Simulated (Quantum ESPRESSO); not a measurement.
Strain and stress in Cu4In2PtRu

All numbers below are calculated, not measured. They come from Quantum ESPRESSO 7.5, a public plane-wave density functional program. Each row is one single-point run on a made-up periodic cell of eight metal atoms, with elements, volume, strain and displacements drawn at random and not relaxed, so a cell may be unstable or far from any real phase. There is no spin polarisation or spin-orbit coupling.

Settings: PBE unless stated; PseudoDojo standard norm-conserving files; Fermi-Dirac width 0.25 eV, which means electrons at about 2900 K; cutoff 1252 eV; 5 x 5 x 5 k mesh shifted half a step off Gamma. E is the free energy of the whole cell (internal energy minus TS), so a -TS column is already part of it. Stress is positive in tension, and the pressure P is minus a third of its trace.

Checks: one run of this series was repeated at a higher cutoff and on a denser mesh, which moved values by no more than 0.002 eV, 0.08 GPa and 0.003 eV/Å, and a second program with other atomic files agreed on it to 2 % rms in force and 0.5 GPa in pressure. Known limits: the copper pseudopotential is less sure than most, with forces differing by about three percent and pressure by about two GPa from a second method on plain copper; heavy elements are run without spin-orbit coupling, which real alloys of them have; a spin test at this wide smearing found no moment, but such smearing suppresses magnetism that the real alloy may have.

The lattice is face-centred cubic, and the cell vectors in Å are (0.001, 3.984, 4.060); (4.004, 0.042, 4.019); (4.016, 3.955, 0.030), a volume of 127.43 Å³ in run 3. The elements on sites 1 to 8 are In Cu Pt In Cu Cu Cu Ru. Each run adds the same stretch e along x and y to one drawn cell, with the atoms carried along. E is counted from run 3.

```
run  e (%)  s_xx (GPa)  s_yy (GPa)  s_zz (GPa)  s_xy (GPa)  P (GPa)  E (meV)
  1  -2.43       -0.96       -3.05       -2.56       -0.10     2.19    -27.3
  2  -1.96        0.40       -1.68       -1.40       -0.07     0.89    -37.3
  3  -0.36        4.53        2.44        2.21        0.01    -3.06      0.0
  4   0.89        7.26        5.18        4.64        0.04    -5.70     98.0
  5   1.10           ?           ?           ?           ?        ?        ?
  6   1.67        8.76        6.71        6.01        0.05    -7.16    186.2
  7   2.46       10.11        8.09        7.27        0.05    -8.49    295.2
```

## Worked fit

A parabola through the runs shown gives s_xx = 5.36 + 2.266 e - 0.137 e² GPa with e in per cent, an error of 0.002 on the linear term and a scatter of 0.01 GPa. The atoms are clamped and the cell is already under stress, so the slope belongs to this path and is not an elastic constant of a real alloy.

## Withheld run

Question: what s_xx should run 5 give?

The fit gives 7.69 ± 0.01 GPa. The calculation gave 7.68 GPa.
